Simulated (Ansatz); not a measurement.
# Calculated 35Cl NMR of the central transition for Na3WClO4

Cell: a measured structure from the Crystallography Open Database (COD), its atoms then relaxed with PBE in this cell.

Space group P4/nmm:1 (No. 129); a = 7.5181, c = 5.3600 Å.

```
site  Wyckoff  site symmetry       x       y       z
 Na1       2c            4mm  0.5000  0.0000  0.3584
 Na3       4d          ..2/m  0.7500  0.2500  0.0000
   W       2b           -4m2  0.0000  0.0000  0.5000
  Cl       2c            4mm  0.5000  0.0000  0.8420
   O       8i            .m.  0.8094  0.0000  0.2988
```

One atom of each set is listed.

Level of theory: DFT, PBE, plane waves and PAW, scalar-relativistic, 420 eV cutoff, Γ-centred 3×3×4 k-points, Fermi–Dirac smearing 0.02 eV (Ansatz 0.2.0).

35Cl has I = 3/2 and Q = -81.12 mb (Pyykkö 2018); at 23.5 T its Larmor frequency is ν₀ = 98.1 MHz. Only the quadrupole interaction is simulated: positions count from each site's isotropic chemical shift, and J coupling is left out, as are shift anisotropy and dipolar coupling, which fast spinning averages.

(1) What does the 35Cl spectrum (fast magic-angle spinning) show for each site?

## Answers

(1) 

| site | first shell | C_Q (MHz) | η | P_Q (MHz) | δ_QIS (ppm) | breadth (kHz) |
| --- | --- | --- | --- | --- | --- | --- |
| Cl | 6 Na at 2.59–2.79 Å | 3.44 | 0.00 | 3.44 | -30.7 | 6.46 |

δ_QIS = −(ν_Q²/30ν₀²)[I(I+1) − 3/4](1 + η²/3) × 10⁶ ppm with ν_Q = 3|C_Q|/[2I(2I−1)]; it falls as 1/B₀² in ppm, and the breadth as 1/B₀ in kHz.

An axis of threefold or higher order runs through Cl, so V_zz lies along it and η is zero.
